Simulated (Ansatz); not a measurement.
Starting cell, Ga$_{2}$O$_{3}$ (beta-Ga2O3 type, space group C2/m):

```
Ga2O3
1.0
    6.22799    -1.54164     0.00000
    6.22799     1.54164     0.00000
   -1.39171     0.00000     5.71014
Ga O
4 6
Direct
  0.08990   0.08990   0.79472
  0.91010   0.91010   0.20528
  0.65849   0.65849   0.31418
  0.34151   0.34151   0.68582
  0.16348   0.16348   0.10915
  0.83652   0.83652   0.89085
  0.17370   0.17370   0.56434
  0.82630   0.82630   0.43566
  0.49601   0.49601   0.25670
  0.50399   0.50399   0.74330
```

A phonon eigenvector at Γ is frozen into this cell: atom i moves by Q times the vector below, so Q is the largest atomic displacement, in Å. The cell is held.

```json
[
 {"atom": "Ga1", "x": "-0.204", "y": "0.000", "z": "0.450"},
 {"atom": "Ga2", "x": "-0.204", "y": "0.000", "z": "0.450"},
 {"atom": "Ga3", "x": "0.491", "y": "0.000", "z": "-0.476"},
 {"atom": "Ga4", "x": "0.491", "y": "0.000", "z": "-0.476"},
 {"atom": "O5", "x": "-0.973", "y": "0.000", "z": "0.232"},
 {"atom": "O6", "x": "-0.973", "y": "0.000", "z": "0.232"},
 {"atom": "O7", "x": "-0.180", "y": "0.000", "z": "0.083"},
 {"atom": "O8", "x": "-0.180", "y": "0.000", "z": "0.083"},
 {"atom": "O9", "x": "-0.099", "y": "0.000", "z": "-0.203"},
 {"atom": "O10", "x": "-0.099", "y": "0.000", "z": "-0.203"}
]
```

The numbers are results of PBE (plane waves to 420 eV, PAW, scalar-relativistic; Ansatz, a quantum-chemistry and plane-wave program), not measurements. k mesh 11×11×6 (Γ-centred), Fermi-Dirac smearing 0.05 eV. The energy includes the smearing's −TS. Ga2O3 was relaxed with its symmetry unable to fall. The PAW data are Ansatz's earlier set. The zero of ΔE is the undisplaced structure.

```json
[
 {"Q (Å)": "-0.2800", "ΔE (meV/cell)": "withheld"},
 {"Q (Å)": "-0.2333", "ΔE (meV/cell)": "1440"},
 {"Q (Å)": "-0.1867", "ΔE (meV/cell)": "935"},
 {"Q (Å)": "-0.1400", "ΔE (meV/cell)": "532"},
 {"Q (Å)": "-0.0933", "ΔE (meV/cell)": "238"},
 {"Q (Å)": "-0.0467", "ΔE (meV/cell)": "60"},
 {"Q (Å)": "0.0000", "ΔE (meV/cell)": "0"},
 {"Q (Å)": "0.0467", "ΔE (meV/cell)": "60"},
 {"Q (Å)": "0.0933", "ΔE (meV/cell)": "238"},
 {"Q (Å)": "0.1400", "ΔE (meV/cell)": "532"},
 {"Q (Å)": "0.1867", "ΔE (meV/cell)": "935"},
 {"Q (Å)": "0.2333", "ΔE (meV/cell)": "1440"},
 {"Q (Å)": "0.2800", "ΔE (meV/cell)": "withheld"}
]
```

**Question.** Fit an even polynomial form (powers 2, 4) to the given rows and predict ΔE at Q = -0.2800.

**Answer.** Least squares on the 11 given rows: ΔE = (27510)·Q² + (-19330)·Q⁴, in meV/cell with Q in Å; root-mean-square residual 0.2 meV/cell. At -0.2800 the fit gives 2038 meV/cell; the calculation gives 2037 meV/cell, so the extrapolation is off by 1 (+0.0 %). The quadratic term alone would give 2157 meV/cell.

(A displaced cell: forces are minus the slopes of the energy, force constants its curvatures, and phonons follow from these.)
